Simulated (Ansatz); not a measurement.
SiO2 with Mn replacing Si: gradients before and after relaxing the atoms

Start: a supercell of SiO2 (cristobalite type, P4_12_12) built from an entry of the Crystallography Open Database (COD), with all atoms left at the host's positions.

```
CELL_PARAMETERS angstrom
-4.98200 4.98200 6.96300
4.98200 -4.98200 6.96300
4.98200 4.98200 -6.96300
ATOMIC_POSITIONS crystal
Mn 0.14949 0.14949 0.29897
Si 0.64948 0.64948 0.29897
Si 0.64948 0.14949 0.79897
Si 0.14949 0.64948 0.79897
Si 0.52448 0.22551 0.50000
Si 0.02448 0.72552 0.50000
Si 0.02448 0.22551 0.00000
Si 0.52448 0.72552 0.00000
Si 0.60052 0.60052 0.70103
Si 0.10051 0.10051 0.70103
Si 0.10051 0.60052 0.20103
Si 0.60052 0.10051 0.20103
Si 0.47552 0.77448 0.50000
Si 0.97552 0.27448 0.50000
Si 0.97552 0.77448 0.00000
Si 0.47552 0.27448 0.00000
O 0.14080 0.20901 0.17168
O 0.64080 0.70901 0.17168
O 0.64080 0.20901 0.67168
O 0.14080 0.70901 0.67168
O 0.58401 0.41233 0.56821
O 0.08401 0.91233 0.56821
O 0.08401 0.41233 0.06821
O 0.58401 0.91233 0.06821
O 0.78733 0.71912 0.82832
O 0.28733 0.21912 0.82832
O 0.28733 0.71912 0.32832
O 0.78733 0.21912 0.32832
O 0.59412 0.76580 0.43179
O 0.09412 0.26580 0.43179
O 0.09412 0.76580 0.93179
O 0.59412 0.26580 0.93179
O 0.48420 0.65588 0.56821
O 0.98420 0.15588 0.56821
O 0.98420 0.65588 0.06821
O 0.48420 0.15588 0.06821
O 0.54099 0.60920 0.82832
O 0.04099 0.10920 0.82832
O 0.04099 0.60920 0.32832
O 0.54099 0.10920 0.32832
O 0.33767 0.16599 0.43179
O 0.83767 0.66599 0.43179
O 0.83767 0.16599 0.93179
O 0.33767 0.66599 0.93179
O 0.53088 0.46267 0.17168
O 0.03088 0.96267 0.17168
O 0.03088 0.46267 0.67168
O 0.53088 0.96267 0.67168
```

Sites (sets of like atoms) are named by element and the number of their first atom in this list.

Method: Kohn–Sham DFT in Ansatz, PBE, plane waves and PAW, scalar-relativistic, collinear spin, 420 eV cutoff, Γ-centred 3×3×3 k-points, Fermi–Dirac smearing 0.01 eV. Start moments as typed (μB): 3 on each Mn, none on the rest.

The largest force at the start is 6.2 eV/Å. Relaxing the ions at fixed cell moves them by 0.369 Å at most (atom 17, O) and 0.198 Å rms.

```tsv
site	atom	moved (Å)	first shell before	first shell after	V_zz before (10²¹ V/m²)	η before
Mn	1	0.112	4 O at 1.60–1.61 Å	4 O at 1.76–1.77 Å	9.48	0.35
Si3	3	0.208	4 O at 1.60–1.61 Å	4 O at 1.63 Å	-0.27	0.58
Si5	5	0.201	4 O at 1.60–1.61 Å	4 O at 1.62–1.63 Å	-0.66	0.22
Si8	8	0.125	4 O at 1.60–1.61 Å	4 O at 1.63 Å	-0.26	0.61
Si7	7	0.193	4 O at 1.60–1.61 Å	4 O at 1.62–1.64 Å	-0.30	0.61
Si9	9	0.105	4 O at 1.60–1.61 Å	4 O at 1.62–1.63 Å	-0.27	0.62
Si12	12	0.083	4 O at 1.60–1.61 Å	4 O at 1.62–1.63 Å	-0.26	0.62
O17	17	0.369	1 Mn at 1.60 Å, 1 Si at 1.61 Å, angle 147°	1 Si at 1.64 Å, 1 Mn at 1.77 Å, angle 130°	8.32	0.29
O28	28	0.132	2 Si at 1.60–1.61 Å, angle 147°	2 Si at 1.62 Å, angle 143°	9.09	0.13
O30	30	0.251	1 Si at 1.60 Å, 1 Mn at 1.61 Å, angle 147°	1 Si at 1.63 Å, 1 Mn at 1.76 Å, angle 140°	5.40	0.31
```

Question: How do the gradients change?

Answer: 

```tsv
site	atom	V_zz after	η after	change of V_zz
Mn	1	5.14	0.23	-4.34
Si3	3	-0.51	0.83	-0.24
Si5	5	-0.52	0.26	–
Si8	8	0.43	0.47	–
Si7	7	0.47	0.65	+0.77
Si9	9	-0.45	0.76	-0.18
Si12	12	1.06	0.01	–
O17	17	7.82	0.19	-0.50
O28	28	9.40	0.17	+0.31
O30	30	6.99	0.29	+1.59
```

The largest change of V_zz along a kept axis is on Mn, from 9.48 to 5.14. Small gradients that grow severalfold: Si12 (-0.26 to 1.06). In per cent, |V_zz| changes by -46 on Mn, -6 to +30 on O (all sites that start above 0.5, bar those whose gradient vanishes or changes sign or whose main axis turns by over 40°). Where |V_zz| stays above 0.1 and the axes keep their order, η moves most on Si3, from 0.58 to 0.83. On Si7 V_xx and V_yy change places (or their axes turn by over 50°), so the two values of η hide a larger change. V_zz changes sign on Si7 (axis turned by 41°). On Si5, Si8, Si12, Si2 (not all in the table) the largest principal value lies along another axis in the second run, so the two V_zz can't be compared directly. The table leaves out 16 of the 26 sites, with |V_zz| up to 9.81; their tensors move by 1.53 at most along any direction. The statements above cover all sites. The host's own positions weren't relaxed first, so part of the change far from the defect can be the host's relaxation.

The defect repeats with the cell of 48 atoms, so it feels its images: sites between two images don't show the values beside a lone defect, and zeros or small values of η there can come from the images' arrangement. O and Si carry a gradient in the pure host already, so the values there aren't the defect's effect alone.
Before: With a gap of 0.3 eV on this mesh, small gradients can still move by 0.1 × 10²¹ V/m² or more as the k-mesh gets denser. The cell keeps the host's lattice, where the PBE pressure is 10 GPa. The neighbours have not yet relaxed around the defect (largest force 6.2 eV/Å), so the values at and beside it are those of a strained start, not of the defect in a real crystal.
After: The relaxation keeps the site symmetry 2 of the start, so the impurity can move only along its axis; a start off the site could end lower. With a gap of 0.7 eV on this mesh, small gradients can still move by 0.1 × 10²¹ V/m² or more as the k-mesh gets denser.
